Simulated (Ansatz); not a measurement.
NaCdF3:
Space group R3c, hexagonal axes (No. 161); a = b = 5.7270 Å, c = 14.9984 Å, α = β = 90.00°, γ = 120.00°

```json
[
 {"atom": "Na", "site": "6a", "symmetry": "3.", "x": "0.0000", "y": "0.0000", "z": "0.2911"},
 {"atom": "Cd", "site": "6a", "symmetry": "3.", "x": "0.0000", "y": "0.0000", "z": "0.0022"},
 {"atom": "F", "site": "18b", "symmetry": "1", "x": "0.0445", "y": "0.3642", "z": "0.0676"}
]
```
(The calculation used a cell of 10 atoms; values per cell refer to that cell.)

Relaxed with r²SCAN. The program Ansatz at the r²SCAN level (PAW) gives a gap of 4.22 eV.

Task: What gap does HSE06 give on the same cell (Ansatz, PAW)?

Result: 5.59 eV, 1.37 eV more. The hybrid was solved on a coarser mesh and at special points; the gap given is the minimum over both.

Cost on shared cores: the r²SCAN run (SCF on a 6×6×6 mesh, then bands and DOS) roughly 7 core-minutes, the HSE06 run (SCF on 4×4×4, then a few points) around 4 core-minutes (rough); the tasks are unlike.

The first step of the workflow began from a Materials Project structure, measured or hypothetical; the Crystallography Open Database copy checked does not list it. With Na and Cd taken as one species the cell has the higher symmetry R-3c, so it may be an ordered model of a mixed-site phase. Whether it is the stable phase at ambient conditions was not checked. Symmetry was held in the r²SCAN relaxation; whether a distortion lowers the energy is not shown. Scalar-relativistic: spin–orbit coupling is off unless named, which matters more the heavier the elements.

Potentials: the later of the program's two PAW sets.
